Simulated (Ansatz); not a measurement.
**Question.** Each is relaxed and computed with the program Ansatz at the r²SCAN level (PAW). Which is the only metal?
(A) SiO2, P3_121 (Si on 3a, O on 6c)
(B) CoSi, P2_13 (Co on 4a, Si on 4a)
(C) HfSiO4, I4_1/amd (Hf on 4a, Si on 4b, O on 16h)
(D) SiC, zinc blende

**Answer.** B, CoSi, P2_13 (Co on 4a, Si on 4a). CoSi: metal; SiC: gap 1.71 eV (indirect); HfSiO4: gap 6.00 eV (indirect); SiO2: gap 6.60 eV (indirect). All cells were relaxed under the symmetry of their starts (and spin orders); stability against distortions was not tested throughout. Rows with no word on spin ran without spin polarisation. Scalar-relativistic: spin–orbit coupling is off unless named, which matters more the heavier the elements.

Potentials: the earlier of the program's two PAW sets.
